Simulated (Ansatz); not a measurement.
Theory: DFT PBE, scalar-relativistic, plane waves, PAW (Ansatz 0.2.0). Cutoff 420 eV, Γ-centred meshes of about 0.25 Å⁻¹ or finer for metals and 0.3 Å⁻¹ for insulators (2π included), Gaussian smearing. No spin polarisation.

All energies are static (0 K, no zero-point motion).

Two relaxed structures of B3C2:

1.

```
B C
1.0
    -1.36197    1.36197    9.60662
     1.36197   -1.36197    9.60662
     1.36197    1.36197   -9.60662
B C
6 4
Direct
  0.59313 0.59313 0.00000
  0.40687 0.40687 0.00000
  0.00000 0.00000 0.00000
  0.81574 0.81574 0.00000
  0.18426 0.18426 0.00000
  0.25000 0.75000 0.50000
  0.64643 0.14643 0.50000
  0.45106 0.95106 0.50000
  0.04894 0.54894 0.50000
  0.85357 0.35357 0.50000
```

2.

```
B C
1.0
     1.36200  -12.09774    0.00000
     1.36200   12.09774    0.00000
     0.00000    0.00000    2.43059
B C
6 4
Direct
  0.36811 0.63189 0.00000
  0.77281 0.22719 0.00000
  0.22719 0.77281 0.00000
  0.63189 0.36811 0.00000
  0.03662 0.96338 0.00000
  0.96338 0.03662 0.00000
  0.43374 0.56626 0.00000
  0.83598 0.16402 0.00000
  0.16402 0.83598 0.00000
  0.56626 0.43374 0.00000
```

Problem. Which form is favoured at zero pressure, and by what margin per atom?

Solution. Cell 1 is lower, by 42 meV/atom. Cell 1 has B and C ordered on diamond sites, space group I-4m2 (No. 119), 7.1 Å³/atom and no gap on its mesh; cell 2 has space group Cmmm (No. 65), 8.0 Å³/atom and no gap. Counting C atoms around B (those within 1.25 times the shortest such distance or 1.15 times the sum of covalent radii, 1.27 where that leaves under three; the shortest distance is added where it exceeds 1.18 times the sum of covalent radii; a slash parts the counts of unlike sites), cell 1 has B 2/4/8 from 2.8 Å and cell 2 has B 1/2/3. Cell 1 holds B–B nets (shortest 1.86 Å); cell 2 holds B–B chains (shortest 1.75 Å). Even the lower one lies +0.49 eV/atom against the reference forms of the elements (uncorrected), so neither is stable at this level. In cell 1, B on a site of symmetry 2mm is surrounded by 2 C at 1.60 Å and 2 C at 1.70 Å; B on a site of symmetry -4m2 has 4 C at 1.66 Å; C on its first site has 2 B at 1.54 Å and 2 B at 1.70 Å; 3 more sites not described. In cell 2, around B on its first site lie 3 C at 1.57–1.59 Å; around B on its second site lie 1 C at 1.53 Å and 2 B at 1.75 Å; C on its first site is surrounded by 3 B at 1.54–1.59 Å; 2 more sites not described. Both come from trial cells of a structure search, whose lowest cell (P-1, 9.5 Å³/atom) lies 0.32 eV/atom below the lower of the two.

No dispersion correction is applied, so the spacing and binding between layers, chains or molecules are poorly described (Cmmm), and this can change margins and order among such cells. Trial moments fell under 0.15 μB along the way in I-4m2 and Cmmm; another start might hold them. Cells relaxed within their symmetry can be saddle points. Some candidate types were left out of the draw beforehand, so a known form may be missing.
